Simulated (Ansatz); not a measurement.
LaTl (Pm-3m), phonons: input and output

Computed with PBEsol, all-electron LAPW in Ansatz 0.2.0, scalar-relativistic; not a measurement.

Cell and atoms were relaxed beforehand by PAW with this functional.

Launched as:

```sh
ansatz run input.yaml --threads 1 --pin off --max-ram 3072MiB --backend cpu --events-out ev --progress --plain --runs-dir out
```

Input:

```yaml
crystal:
  lattice:
    - [3.91845706239, 0.0, 0.0]
    - [0.0, 3.91845706239, 0.0]
    - [0.0, 0.0, 3.91845706239]
  atoms:
    - { symbol: La, position: [0.0, 0.0, 0.0] }
    - { symbol: Tl, position: [0.5, 0.5, 0.5] }
kpoints:
  mp_grid: { grid: [8, 8, 8] }
scf:
  occupations: { method: fermi_dirac, width: 0.1 }
hamiltonian:
  xc: pbesol
  pseudopotentials: { kind: all_electron, lapw: { basis_error: 0.0005 } }
phonons:
  qmesh: [2, 2, 2]
  qpath:
    path:
      - [0.0, 0.0, 0.0]
      - [0.0, 0.5, 0.0]
      - [0.5, 0.5, 0.0]
      - [0.0, 0.0, 0.0]
      - [0.5, 0.5, 0.5]
      - [0.0, 0.5, 0.0]
      - [0.5, 0.5, 0.5]
      - [0.5, 0.5, 0.0]
    npoints: 6
  temperatures: { t_min: 0, t_max: 1000, t_step: 100 }
```

Output:

```
Warning: RAYON_NUM_THREADS=1 ignored (pool sized by the plan → 1); use --threads N
LAPW: plane waves up to 6.847 Å⁻¹, error target 5.0e-4 eV per atom; small_component_spin mean_spin; La in spheres of 1.581 Å, 29 of its electrons in bands, Dirac shells []; Tl in spheres of 1.711 Å, 35 of its electrons in bands, ...
Engine: ansatz 0.2.0, aarch64-unknown-linux-gnu
Pseudopotentials: kind: all_electron
Pseudopotential: La, LAPW, valence charge 29, lapw/all_electron/scalar/gaussian/La, Koelling and Harmon's equation, gaussian nucleus
Pseudopotential: Tl, LAPW, valence charge 35, lapw/all_electron/scalar/gaussian/Tl, Koelling and Harmon's equation, gaussian nucleus
Functional definition: PBEsol
  exchange = pbesol_x
  correlation = pbesol_c
Crystal: 4 atoms, lattice volume = 120.330 Å³
Basis set: ecut = 178.63389354697617 eV, 661 PW (Γ), exchange–correlation at level 2
Bands: 78, of which v1, the nominal top of the filled ones, is band 64 counted from 1 (63 counted from 0)
Symmetry: 32 space group operations
k-points: 45 of 256
Non-local potential: La, projectors of the file, none
Non-local potential: Tl, projectors of the file, none
[... 167 lines left out ...]
  symmetry images taken by strict's conditions (phonons.symmetry_images: auto; settled by no image being taken that strict refuses)
  supercell 2 (2 cells, vectors [1, 0, 0], [0, 1, -1], [0, 0, 2] in multiples of the cell's): 2 displaced members by 0.01 Å; free energy -1563296.281369 eV; taken off its force constants: by the sum rule 2.4e-4, by the ...
  symmetry images taken by strict's conditions (phonons.symmetry_images: auto; settled by no image being taken that strict refuses)
  supercell 3 (2 cells, vectors [0, 1, -1], [-1, 1, 0], [0, 0, 2] in multiples of the cell's): 2 displaced members by 0.01 Å; free energy -1563296.281369 eV; taken off its force constants: by the sum rule 1.1e-3, by the ...
  symmetry images taken by strict's conditions (phonons.symmetry_images: auto; settled by no image being taken that strict refuses)
  q = [0.0000, 0.0000, 0.0000] (star 1, supercell 1; hermiticity 0.00e0, symmetrization 1.46e-5): -0.00 0.00 0.00 76.83 76.83 76.83
  q = [0.0000, 0.0000, -0.5000] (star 3, supercell 1; hermiticity 1.23e-16, symmetrization 1.61e-16): 52.08 52.08 71.79 71.79 72.33 103.25
  q = [0.0000, -0.5000, -0.5000] (star 3, supercell 2; hermiticity 1.42e-16, symmetrization 8.74e-16): 14.62 14.62 53.42 57.59 131.08 131.08
  q = [-0.5000, -0.5000, -0.5000] (star 1, supercell 3; hermiticity 1.37e-16, symmetrization 1.31e-15): 74.08 74.08 74.08 111.41 111.41 111.41
  joined force constants: q→R imaginary residual 3.51e-17
  density of states and harmonic sums: on the 16×16×16 q-mesh, interpolated from the force constants of a 2×2×2 supercell (no non-analytic term)
  largest difference from the sums on the solved wave vectors: F 7.89e-2 eV, S 1.11e-4 and C_V 3.23e-5 eV/K
```

The calculation finished and met its thresholds.

Zone-centre phonons:

Harmonic phonons of a crystal by Kohn-Sham DFT at the given cell, standard atomic masses, acoustic sum rule imposed; negative wavenumbers are unstable modes; optical zone-centre levels upwards with Mulliken labels, activity, and the element with most of the kinetic energy.

```
Point group : m-3m
```

```
number  phonon wavenumber (cm⁻¹)  label  infrared  raman  lead element
     1                      76.8    T1u       yes     no            La
```

### Harmonic thermodynamics

Sums over wave vectors interpolated from the q mesh.

```
Zero point energy : 13.08 meV/atom
```

```csv
temperature (K),phonon heat capacity (k_B/atom),phonon entropy (k_B/atom),phonon free energy (meV/atom)
100,2.717,3.501,-1.72
200,2.924,5.47,-41.25
300,2.965,6.665,-93.88
400,2.98,7.521,-155.2
500,2.987,8.187,-223
600,2.991,8.732,-295.9
700,2.993,9.193,-373.2
800,2.995,9.593,-454.2
900,2.996,9.946,-538.4
1000,2.997,10.26,-625.5
```

Phonons on the q mesh:

One row a degenerate set, branches counted upwards.

- Unstable phonons: no

```tsv
point	q a (r.l.u.)	q b (r.l.u.)	q c (r.l.u.)	branch	phonon wavenumber (cm⁻¹)	degeneracy
Gamma	0	0	0	4	76.8	3
X	0.5	0	0	1	52.1	2
X	0.5	0	0	3	71.8	2
X	0.5	0	0	5	72.3	1
X	0.5	0	0	6	103.2	1
M	0.5	0.5	0	1	14.6	2
M	0.5	0.5	0	3	53.4	1
M	0.5	0.5	0	4	57.6	1
M	0.5	0.5	0	5	131.1	2
R	0.5	0.5	0.5	1	74.1	3
R	0.5	0.5	0.5	4	111.4	3
```

Known limits: responses of metals move with mesh and smearing; no spin-orbit coupling on heavy atoms; a very soft zone-boundary mode, near an instability or sensitive to the mesh; activity by symmetry alone, a metal screens infrared modes; coarse q mesh.

Cost: 25 min on 1 thread of Arm Neoverse V1 (shared host), peak memory 1.2 GiB.
